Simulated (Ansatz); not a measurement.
Several occupations of a wurtzite lattice at one composition, 6 In, 6 Zn; 7 N, 5 O. Sites, in fractions of the cell 4.921 2.841 0.000; 0.000 5.683 5.315; 4.921 -2.841 5.315 Å:

| cell | sites |
| --- | --- |
| all | In (0.08 0.58 0.92), In (0.17 0.17 0.83), In (0.58 0.42 0.08), N (0.89 0.77 0.11), Zn (0.08 0.25 0.25), Zn (0.17 0.50 0.50) |
| 1 | In (0.08 0.92 0.58), In (0.58 0.75 0.75), In (0.67 1.00 0.00), N (0.39 0.27 0.61), N (0.48 0.19 0.19), N (0.48 0.52 0.86), N (0.48 0.86 0.52), N (0.98 0.36 0.02), N (0.98 0.69 0.69), O (0.39 0.61 0.27), O (0.39 0.94 0.94), O (0.89 0.11 0.77), O (0.89 0.44 0.44), O (0.98 0.02 0.36), Zn (0.17 0.83 0.17), Zn (0.58 0.08 0.42), Zn (0.67 0.33 0.67), Zn (0.67 0.67 0.33) |
| 2 | In (0.17 0.83 0.17), In (0.58 0.08 0.42), In (0.67 0.67 0.33), N (0.39 0.61 0.27), N (0.39 0.94 0.94), N (0.48 0.19 0.19), N (0.48 0.52 0.86), N (0.48 0.86 0.52), N (0.89 0.44 0.44), O (0.39 0.27 0.61), O (0.89 0.11 0.77), O (0.98 0.02 0.36), O (0.98 0.36 0.02), O (0.98 0.69 0.69), Zn (0.08 0.92 0.58), Zn (0.58 0.75 0.75), Zn (0.67 0.33 0.67), Zn (0.67 1.00 0.00) |
| 3 | In (0.58 0.75 0.75), In (0.67 0.33 0.67), In (0.67 1.00 0.00), N (0.39 0.27 0.61), N (0.39 0.94 0.94), N (0.89 0.11 0.77), N (0.89 0.44 0.44), N (0.98 0.02 0.36), N (0.98 0.69 0.69), O (0.39 0.61 0.27), O (0.48 0.19 0.19), O (0.48 0.52 0.86), O (0.48 0.86 0.52), O (0.98 0.36 0.02), Zn (0.08 0.92 0.58), Zn (0.17 0.83 0.17), Zn (0.58 0.08 0.42), Zn (0.67 0.67 0.33) |

Each was relaxed without symmetry on coarser meshes and computed once more. Theory: Ansatz 0.2.0, DFT PBE, scalar-relativistic, plane waves, PAW.

Plane waves to 420 eV, a k mesh through Γ of 6×5×5 on the computed 24-atom cell and Gaussian smearing (0.10 eV); no spin polarisation.

Warren–Cowley parameters of the first shell of the sublattice with most elements (negative: unlike neighbours preferred):
```csv
cell,In-Zn
1,0.00
2,-0.17
3,0.06
```

Forces of up to 0.04 eV/Å remain on the final mesh.

Q: Which occupation is lowest in energy, and by how much?

A: Cells 2, 1 are lowest, within 8 meV/atom of each other and so too close to rank here.
| cell | E − E(lowest) (meV/atom) | V (Å³/atom) |
| --- | --- | --- |
| 2 | 0.0 | 14.26 |
| 1 | 0.9 | 14.26 |
| 3 | 27.8 | 14.28 |

The cell has an odd number of electrons and was run without spin polarisation, which forces a half-filled band: energy, forces and stress belong to that artificial state.

Cost: 6 runs of about 83 core-minutes in all (earlier runs that led there not counted), on Intel Xeon Processor @ 2.50GHz (Skylake/Cascade Lake) (shared hosts).